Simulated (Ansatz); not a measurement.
Below is a relaxed structure of AlGa3Sb4. The cell was found from a structure generator's guess, not taken from experiment.

Theory: DFT PBE, scalar-relativistic, plane waves, PAW in Ansatz 0.2.0. Cutoff 420 eV, Γ-centred mesh, Gaussian smearing, no spin polarisation.

```
CELL_PARAMETERS angstrom
4.39828 0.00000 0.00000
0.00000 4.39828 0.00000
0.00000 0.00000 12.42136
ATOMIC_POSITIONS crystal
Al 0.00000 0.00000 0.50000
Ga 0.00000 0.00000 0.00000
Ga 0.50000 0.50000 0.24957
Ga 0.50000 0.50000 0.75043
Sb 0.50000 0.00000 0.12481
Sb 0.00000 0.50000 0.37479
Sb 0.50000 0.00000 0.62521
Sb 0.00000 0.50000 0.87519
```

The zero of energy is the elements' standard structures at the same level; no fitted shifts are applied.

Question: Find its symmetry and describe it.

Answer: P-4m2 (No. 115), with Al and Ga ordered on zinc blende sites. Conventional cell: a = 4.398 Å, c = 12.421 Å. Al has 4 Sb at 2.69 Å; Ga on a site of symmetry -4m2 has 4 Sb at 2.69 Å; Ga on a site of symmetry 2mm is surrounded by 4 Sb at 2.69 Å; around Sb on its first site lie 4 Ga at 2.69 Å; 1 more site not described.

Question: What is its formation energy per atom?

Answer: −0.17 eV/atom. A negative formation energy is needed for stability but isn't enough: competing phases decide.

Question: Is it a metal?

Answer: It can't be told: by band count a gap of 0.05 eV opens on the 8×8×4 mesh, less than the smearing, so the run treats the cell as a metal.

The last run used an 8×8×4 mesh (in the run's order of axes) for its 8-atom cell and Gaussian smearing of 0.10 eV. These runs have no spin–orbit coupling, which can matter for Sb. A later test with randomly moved atoms came back to the same energy, though modes that don't fit the test's cell weren't probed.
